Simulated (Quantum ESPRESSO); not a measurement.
# Zr2PdWAl4: a guest atom moved from site to site

Simulated, not a measurement. The program is pw.x of Quantum ESPRESSO 7.5 (plane-wave density functional theory). The cell is made up: eight metal atoms on a face-centred cubic lattice, with elements, volume, strain and displacements drawn at random and not relaxed, so it may be unstable or far from any real phase. PseudoDojo standard norm-conserving files set the functional (PBE unless stated); there is no spin polarisation or spin-orbit coupling, the Fermi-Dirac width of 0.25 eV means electrons at about 2900 K, and the masses in the input are unused placeholders. Heavy elements are run without spin-orbit coupling, which real alloys of them have. A spin test at this wide smearing found no moment, but such smearing suppresses magnetism that the real alloy may have.

The runs move one Pd atom among sites that otherwise hold Al. Cell, positions, cutoff, mesh and smearing stay as in the input of run 1; sites are counted in its order. Stress in the tables is positive in tension.

Input of run 1:

```
&control calculation='scf', pseudo_dir='./dojo.nc.sr.pbe.v0_5.standard.upf', outdir='./o', disk_io='minimal', tprnfor=.true., tstress=.true. /
&system ibrav=0, nat=8, ntyp=4, nbnd=47, ecutwfc=82.02448710, nosym=.true., tot_charge=0,
 occupations='smearing', smearing='fd', degauss=0.0183746611
/
&electrons conv_thr=1.470e-08, electron_maxstep=70, mixing_beta=0.5 /
ATOMIC_SPECIES
Al 1.0 Al.upf
Pd 1.0 Pd.upf
W 1.0 W.upf
Zr 1.0 Zr.upf
CELL_PARAMETERS angstrom
-0.0094 -0.0258 -4.1021
-4.175 0.0484 -0.0094
1.9954 8.1769 2.1073
ATOMIC_POSITIONS angstrom
Zr 0.0641 -0.0692 0.1583
Pd -2.0179 2.005 -0.0798
W 0.0181 4.1653 -0.0104
Al -2.0431 6.1484 0.1222
Al -1.9623 0.06 -2.0339
Al 0.0219 2.1661 -1.9308
Al -2.1558 4.0981 -1.926
Zr -0.1177 6.1429 -2.0571
K_POINTS automatic
6 6 3 1 1 1
```

| run | elements on sites 1 to 8 | free energy less that of run 1 (eV) | -TS (eV) | pressure (GPa) | stress xx (GPa) | stress yy (GPa) | stress zz (GPa) | stress yz (GPa) | stress xz (GPa) | stress xy (GPa) | iterations |
| --- | --- | --- | --- | --- | --- | --- | --- | --- | --- | --- | --- |
| 1 | Zr Pd W Al Al Al Al Zr | 0.000 | -1.082 | -0.31 | -0.29 | -3.92 | 5.14 | 0.84 | 0.27 | -1.68 | 16 |
| 2 | Zr Al W Pd Al Al Al Zr | 0.474 | -1.153 | 0.24 | -0.54 | -2.28 | 2.09 | 0.16 | 0.96 | -0.90 | 16 |
| 3 | Zr Al W Al Pd Al Al Zr | 0.123 | -1.157 | 0.14 | -0.06 | -2.86 | 2.51 | 0.95 | 0.10 | -1.28 | 17 |
| 4 | Zr Al W Al Al Pd Al Zr | 0.159 | -1.116 | -0.04 | 3.92 | -4.81 | 1.01 | 0.59 | 0.32 | -1.25 | 17 |
| 5 | Zr Al W Al Al Al Pd Zr | 0.407 | -1.104 | 0.23 | 0.76 | -2.38 | 0.93 | 0.25 | 0.27 | -0.87 | 17 |

Forces Fx Fy Fz (eV/Å):

```
site              run 1              run 2              run 3              run 4              run 5
   1    0.09 2.88 -1.30    0.09 2.91 -0.73   -0.03 2.61 -0.64    0.09 2.77 -1.20    0.12 3.54 -1.28
   2    -0.06 0.40 0.29    -0.11 0.83 0.80    -0.09 0.42 0.65    -0.02 0.84 0.56    -0.07 1.37 0.68
   3   -0.43 -1.29 0.62   -0.15 -2.30 0.39   -0.50 -2.27 0.58   -0.50 -1.32 0.62   -0.20 -1.80 0.59
   4  -0.89 -0.88 -0.48  -0.64 -0.50 -0.25  -0.82 -0.74 -0.45  -0.89 -0.98 -0.48  -0.84 -1.31 -0.46
   5    -0.39 0.85 0.44   -0.38 -0.06 0.32    -0.19 0.84 0.16    -0.33 0.65 0.31    -0.40 0.12 0.33
   6  -0.05 -0.11 -0.27    0.04 0.16 -0.52  -0.05 -0.25 -0.52   0.03 -0.13 -0.29    0.11 0.63 -0.62
   7   0.24 -0.22 -0.30    0.23 0.52 -0.39    0.24 0.44 -0.41   0.16 -0.21 -0.53   0.06 -0.31 -0.26
   8    1.48 -1.62 1.01    0.91 -1.56 0.39    1.44 -1.04 0.64    1.47 -1.64 0.99    1.24 -2.25 1.02
```

The sites are displaced and not relaxed, so the energy differences hold strain from misfit and are not ordering energies. A rerun of one cell of this series at a higher cutoff and on a denser mesh moved values by no more than 0.002 eV in energy, 0.05 GPa in stress and 0.006 eV/Å in force, and a second program with other atomic files agreed on that cell to 2 % rms in force and 0.5 GPa in pressure.